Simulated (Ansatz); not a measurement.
The elements of this relaxed trial crystal are hidden behind letters.

```
lattice vectors (Å)
   2.6549    0.0000    0.0000
   0.0000    3.5763    0.0000
   0.0000    0.0000    7.8355
fractional positions
X 0.5000 0.5000 0.5000
Z 0.5000 0.5000 0.8363
Z 0.0000 0.0000 0.6704
Z 0.0000 0.0000 0.3296
Z 0.5000 0.5000 0.1637
Z 0.0000 0.0000 0.0000
```

Level of theory: DFT PBE, scalar-relativistic, plane waves, PAW (Ansatz). The final run on the 6-atom cell used 420 eV, a Γ-centred 14×12×6 mesh, 0.10 eV smearing and no spin polarisation.

```
Space group                                : Pmmm (No. 47)
Conventional cell                          : a = 2.655 Å, b = 3.576 Å, c = 7.835 Å
Volume per atom                            : 12.40 Å³
Density                                    : 7.69 g/cm³
Energy over the elements                   : −0.09 eV/atom
Gap on the 14×12×6 mesh of the 6-atom cell : 0 eV (a metal)
```

Energies are uncorrected and count from the elements' standard states at the same level.

Question: X is a p-block element of period 3 and Z is a d-block element of period 4. Which elements are they?

Answer: X = Al, Z = Cu, so the formula is AlCu5. Density times volume gives a mean mass of 7.69 × 12.40/1.6605 = 57.4 u per atom, and this set has 57.5 u. Among the elements that the hints allow, noble gases aside, only these give it. Al is surrounded by 10 Cu at 2.60–2.64 Å and 2 Al at 2.65 Å; Cu on a site of symmetry mm2 has 11 Cu at 2.56–2.65 Å and 1 Al at 2.64 Å; around Cu on a second site of symmetry mm2 lie 8 Cu at 2.58–2.67 Å and 4 Al at 2.60 Å; 1 more site not described.

This cell was reached by moving the atoms of another relaxed cell at random and relaxing again, last within the group found; it had no such test of its own.
